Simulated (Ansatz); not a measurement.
GePd₂:
Space group P-62m (No. 189); a = b = 6.7041 Å, c = 3.4004 Å, α = β = 90.00°, γ = 120.00°

```tsv
atom	site	symmetry	x	y	z
Ge	2c	-6..	0.3333	0.6667	0.0000
Ge	1b	-62m	0.0000	0.0000	0.5000
Pd	3g	m2m	0.3906	0.3906	0.5000
Pd	3f	m2m	0.0000	0.2703	0.0000
```

Relaxed at zero pressure with PBEsol in the plane-wave PAW code Ansatz.

### Question
The volume is lowered by 3 % and shape and atoms relax at that volume. What pressure results, and how do the axes share the change?

### Answer
5.8 GPa; a -0.4 %, b -0.4 %, c -2.2 %; the energy rises by 8 meV/atom.

### Question
Give the new structure.

### Answer

Space group P-62m (No. 189); a = 6.6750 Å, b = 6.6750 Å, c = 3.3273 Å, α = 90.00°, β = 90.00°, γ = 120.00°

```json
[
 {"atom": "Ge", "site": "2c", "symmetry": "-6..", "x": "0.3333", "y": "0.6667", "z": "0.0000"},
 {"atom": "Ge", "site": "1b", "symmetry": "-62m", "x": "0.0000", "y": "0.0000", "z": "0.5000"},
 {"atom": "Pd", "site": "3g", "symmetry": "m2m", "x": "0.3898", "y": "0.3898", "z": "0.5000"},
 {"atom": "Pd", "site": "3f", "symmetry": "m2m", "x": "0.0000", "y": "0.2717", "z": "0.0000"}
]
```

The phase is kept; no other phase was compared at this pressure.

The first step of the workflow began from a Materials Project structure, measured or hypothetical; the Crystallography Open Database copy checked does not list it. Whether it is the stable phase at ambient conditions was not checked. The cell was relaxed with PBEsol under the symmetry of its start; whether a distortion lowers the energy is not shown. The run is not spin-polarised.

Potentials: the later of the program's two PAW sets.
